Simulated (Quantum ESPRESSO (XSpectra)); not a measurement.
Quantum ESPRESSO (XSpectra) run for X-ray absorption at the S K edge of Sb2S3 (Pnma). Geometry: Materials Project entry mp-2809 (a computed structure). The cell is the entry's, not relaxed again. The ground-state test found a gap, so occupations are fixed and the excited electron is left out (charged cell on a uniform background); energies count from the highest occupied level. pw.x input:

```
&CONTROL
  calculation = 'scf'
  prefix = 'x'
  pseudo_dir = './pseudo'
  outdir = './out'
/
&SYSTEM
  ibrav = 0
  nat = 40
  ntyp = 3
  ecutwfc = 67
  input_dft = 'PZ'
  tot_charge = 1
  occupations = 'fixed'
/
&ELECTRONS
  conv_thr = 4.0e-07
  mixing_beta = 0.4
/
ATOMIC_SPECIES
Sh 32.060 S.lda-tm-gipaw-star1s.UPF
Sb 121.760 Sb.upf
S 32.060 S.lda-tm-gipaw.UPF
CELL_PARAMETERS angstrom
   0.000000000    7.689460000    0.000000000
   0.000000000    0.000000000   11.367140000
  11.800120000    0.000000000    0.000000000
ATOMIC_POSITIONS crystal
Sb     0.375000000    0.465580000    0.857350000
Sb     0.875000000    0.465580000    0.857350000
Sb     0.125000000    0.534420000    0.142650000
Sb     0.625000000    0.534420000    0.142650000
Sb     0.125000000    0.965580000    0.642650000
Sb     0.625000000    0.965580000    0.642650000
Sb     0.375000000    0.034420000    0.357350000
Sb     0.875000000    0.034420000    0.357350000
Sb     0.125000000    0.173080000    0.966940000
Sb     0.625000000    0.173080000    0.966940000
Sb     0.375000000    0.826920000    0.033060000
Sb     0.875000000    0.826920000    0.033060000
Sb     0.375000000    0.673080000    0.533060000
Sb     0.875000000    0.673080000    0.533060000
Sb     0.125000000    0.326920000    0.466940000
Sb     0.625000000    0.326920000    0.466940000
Sh     0.375000000    0.061470000    0.875930000
S      0.875000000    0.061470000    0.875930000
S      0.125000000    0.938530000    0.124070000
S      0.625000000    0.938530000    0.124070000
S      0.125000000    0.561470000    0.624070000
S      0.625000000    0.561470000    0.624070000
S      0.375000000    0.438530000    0.375930000
S      0.875000000    0.438530000    0.375930000
S      0.375000000    0.379230000    0.048540000
S      0.875000000    0.379230000    0.048540000
S      0.125000000    0.620770000    0.951460000
S      0.625000000    0.620770000    0.951460000
S      0.125000000    0.879230000    0.451460000
S      0.625000000    0.879230000    0.451460000
S      0.375000000    0.120770000    0.548540000
S      0.875000000    0.120770000    0.548540000
S      0.125000000    0.188550000    0.300250000
S      0.625000000    0.188550000    0.300250000
S      0.375000000    0.811450000    0.699750000
S      0.875000000    0.811450000    0.699750000
S      0.375000000    0.688550000    0.199750000
S      0.875000000    0.688550000    0.199750000
S      0.125000000    0.311450000    0.800250000
S      0.625000000    0.311450000    0.800250000
K_POINTS automatic
2 1 1 0 0 0
```

xspectra.x input:

```
&input_xspectra
  calculation = 'xanes_dipole'
  edge = 'K'
  prefix = 'x'
  outdir = './out'
  xonly_plot = .false.
  xiabs = 1
  xcoordcrys = .false.
  xepsilon(1) = 1.0
  xepsilon(2) = 0.0
  xepsilon(3) = 0.0
  xniter = 1500
  xcheck_conv = 50
  xerror = 0.002
  x_save_file = 'x0.sav'
/
&plot
  xnepoint = 451
  xemin = -5.0
  xemax = 40.0
  xgamma = 0.7
  terminator = .true.
  cut_occ_states = .true.
/
&pseudos
  filecore = 'core.wfc'
/
&cut_occ
  cut_desmooth = 0.1
  cut_stepl = 0.01
  cut_ierror = 1e-6
/
3 2 2 1 1 1
```

End of the pw.x output:

```
    -5.4680  -5.4523  -5.2970  -5.2847  -5.2328  -5.2171  -5.1821  -5.1663
    -2.9920  -2.8568  -2.5267  -2.5141  -2.3589  -2.2176  -1.8697  -1.8592
    -1.7876  -1.7700  -1.5046  -1.4944  -0.9304  -0.9236  -0.6302  -0.6283
     0.8268   1.0656   1.3524   1.6440   1.7189   1.8321   1.8435   1.9233
     1.9264   2.0345   2.0365   2.1198   2.2651   2.3508   2.4339   2.4564
     2.4995   2.6394   2.7661   2.7920   2.8819   2.9481   2.9961   3.2230
     3.2398   3.2746   3.2870   3.3319   3.4501   3.4984   3.6152   3.7011
     3.7078   3.7497   3.8089   3.8985   4.0087   4.0676   4.0682   4.3567
     4.3658   4.4666   4.5111   4.5866   4.6687   4.7409   4.8414   4.8587
     4.9137   4.9368   5.0219   5.0745   5.1409   5.3299   5.3466   5.4397
     5.4415   5.4885   5.5027   5.5406   5.6810   5.7151   5.7470   5.7488
     5.8159   5.8400   5.9417   5.9781   6.0544   6.0723   6.1532   6.1698

     highest occupied level (ev):     6.3776

!    total energy              =   -3553.88038203 Ry
     estimated scf accuracy    <       0.00000026 Ry

     The total energy is the sum of the following terms:
     one-electron contribution =   -1541.19328368 Ry
     hartree contribution      =     942.93441154 Ry
     xc contribution           =    -979.67620714 Ry
     ewald contribution        =   -1975.94530275 Ry

     convergence has been achieved in  16 iterations

     XML data file, charge density, pseudopotentials, collected wavefunctions
```

xspectra.x output, shortened:

```
... Begin STEP 1 ...

        Radial transition matrix element(s) used in the calculation of the
        initial vector of the Lanczos basis (|tilde{phi}_abs> normalized)
        | For PAW proj. (l=1) #1: radial matrix element =   0.021522235
        | For PAW proj. (l=1) #2: radial matrix element =   0.027641906

NB: the     3 k-point are not all listed below because npool=  4
        |-------------------------------------------------------------
        ! k-point #     1:  ( 0.1629,  0.1667,  0.1691),  0.1667,   1
        |-------------------------------------------------------------
 okvan= F
        |   Norm of the initial Lanczos vector: 0.16553635E-01
        !   => CONVERGED at iter    550 with error=  0.00178494
        |-------------------------------------------------------------
        ! k-point #     2:  ( 0.4887,  0.1667,  0.1691),  0.1667,   1
        |-------------------------------------------------------------
 okvan= F
        |   Norm of the initial Lanczos vector: 0.16553635E-01
        !   => CONVERGED at iter    550 with error=  0.00175555
        |-------------------------------------------------------------
        ! k-point #     3:  ( 0.1629,  0.1667,  0.5073),  0.1667,   1
        |-------------------------------------------------------------
 okvan= F
        |   Norm of the initial Lanczos vector: 0.16553635E-01
        !   => CONVERGED at iter    550 with error=  0.00175828

     Results of STEP 1 successfully written in x_save_file
     x_save_
        ...
... Begin STEP 2 ...

     The spectrum is calculated using the following parameters:
        energy-zero of the spectrum [eV]:    6.3776
        the occupied states are elimintate from the spectrum
        xemin [eV]:  -5.00
        xemax [eV]:  40.00
        xnepoint:  451
        constant broadening parameter [eV]:    0.700
        Core level energy [eV]:  -2472.
         (from electron binding energy of neutral atoms in X-ray data booklet)

     Cross-section successfully written in xanes.dat

     ... End STEP 2 ...

     xanes        :    282.71s CPU    283.91s WALL (       1 calls)

     -------------------------------------------------------------------------
                                END JOB XSpectra
     -------------------------------------------------------------------------
```

xanes.dat for the field along x, every fifth line (energy in eV, cross section):

```
   -5.000   1.3040e-04
   -4.500   1.4440e-04
   -4.000   1.6140e-04
   -3.500   1.8230e-04
   -3.000   2.0890e-04
   -2.500   2.4340e-04
   -2.000   2.8980e-04
   -1.500   3.5520e-04
   -1.000   4.5260e-04
   -0.500   6.0980e-04
    0.000   8.8470e-04
    0.500   1.4220e-03
    1.000   2.4440e-03
    1.500   3.5370e-03
    2.000   4.0250e-03
    2.500   4.3270e-03
    3.000   4.1880e-03
    3.500   3.7430e-03
    4.000   3.3060e-03
    4.500   2.8910e-03
    5.000   2.3810e-03
    5.500   1.8760e-03
    6.000   1.8030e-03
    6.500   2.1880e-03
    7.000   2.7120e-03
    7.500   3.2200e-03
    8.000   3.6090e-03
    8.500   3.5960e-03
    9.000   3.3950e-03
    9.500   3.2670e-03
   10.000   3.2230e-03
   10.500   3.2440e-03
   11.000   3.3230e-03
   11.500   3.5210e-03
   12.000   3.7940e-03
   12.500   3.9420e-03
   13.000   3.8960e-03
   13.500   3.7720e-03
   14.000   3.6280e-03
   14.500   3.6210e-03
   15.000   3.6820e-03
   15.500   3.8050e-03
   16.000   3.9380e-03
   16.500   3.9650e-03
   17.000   3.9410e-03
   17.500   3.6940e-03
   18.000   3.5350e-03
   18.500   3.4990e-03
   19.000   3.3780e-03
   19.500   3.3000e-03
   20.000   3.2020e-03
   20.500   3.1420e-03
   21.000   3.2820e-03
   21.500   3.4200e-03
   22.000   3.3570e-03
   22.500   3.2950e-03
   23.000   3.2940e-03
   23.500   3.1730e-03
   24.000   3.0710e-03
   24.500   2.9660e-03
   25.000   2.9690e-03
   25.500   3.0130e-03
   26.000   2.9760e-03
   26.500   3.0160e-03
   27.000   3.1190e-03
   27.500   3.2170e-03
   28.000   3.3160e-03
   28.500   3.3860e-03
   29.000   3.3820e-03
   29.500   3.2830e-03
   30.000   3.3540e-03
   30.500   3.5800e-03
   31.000   3.6840e-03
   31.500   3.7690e-03
   32.000   4.0070e-03
   32.500   4.2490e-03
   33.000   4.1640e-03
   33.500   3.9640e-03
   34.000   3.7640e-03
   34.500   3.6030e-03
   35.000   3.6300e-03
   35.500   3.6200e-03
   36.000   3.4610e-03
   36.500   3.2840e-03
   37.000   3.0800e-03
   37.500   2.8930e-03
   38.000   2.8010e-03
   38.500   2.7490e-03
   39.000   2.6970e-03
   39.500   2.6200e-03
   40.000   2.5410e-03
```
